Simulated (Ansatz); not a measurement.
# Response properties of Li (Fm-3m)

Conventional cell: a = 4.320 Å, b = 4.320 Å, c = 4.320 Å, α = 90.00°, β = 90.00°, γ = 90.00°. Around Li (atom 1) lie 12 Li at 3.05 Å.

The structure is one entry of a database and needn't be the stable phase. Ansatz runs use the cell relaxed by PAW under their functional.

**Question.** What do its conduction electrons give? (PBEsol, all-electron LAPW in Ansatz 0.2.0, scalar-relativistic; a = 4.320 Å; k mesh 14×14×14, fine mesh 20×20×20, Fermi-Dirac smearing of 0.100 eV, basis error target 1 meV/atom)

**Answer.** Fermi-surface sums: N(E_F) = 0.52 states/eV/atom, ħω_p (r.m.s. of x, y, z) = 6.7 eV, Fermi speed = 0.77×10⁶ m/s.

**Question.** How stiff is it? (PBEsol, all-electron LAPW in Ansatz 0.2.0, scalar-relativistic; a = 4.320 Å; k mesh 24×24×24, strains of ±0.008, Fermi-Dirac smearing of 0.050 eV, basis error target 1 meV/atom)

**Answer.** Elastic moduli (Hill averages, relaxed ions; θ_D from sound speeds over directions): B = 13.7 GPa, G = 3.9 GPa, C11 = 15.1 GPa, C44 = 8.7 GPa, ν = 0.370, θ_D = 299 K.

**Question.** How does it vibrate? (PBEsol, all-electron LAPW in Ansatz 0.2.0, scalar-relativistic; a = 4.319 Å; k mesh 20×20×20, Fermi-Dirac smearing of 0.050 eV, basis error target 0.5 meV/atom; q mesh 4×4×4)

**Answer.** Harmonic phonons by finite displacements (negative means unstable): highest mode = 348 cm⁻¹, lowest at L = 128 cm⁻¹, lowest at X = 242 cm⁻¹, lowest at W = 223 cm⁻¹, Grüneisen γ (heat-capacity mean at 300 K) = 0.80.

**Question.** Does the elastic Debye temperature match the top of the phonon spectrum?

**Answer.** k_Bθ_D corresponds to 208 cm⁻¹, against a highest mode of 348 cm⁻¹ on the mesh, a ratio of 0.60. The Debye cutoff comes from sound speeds alone and needn't equal it.

Known limits: these sums move with the mesh, by several per cent and more for small sheets (Fermi surface); responses of metals move with mesh and smearing (moduli, phonons).
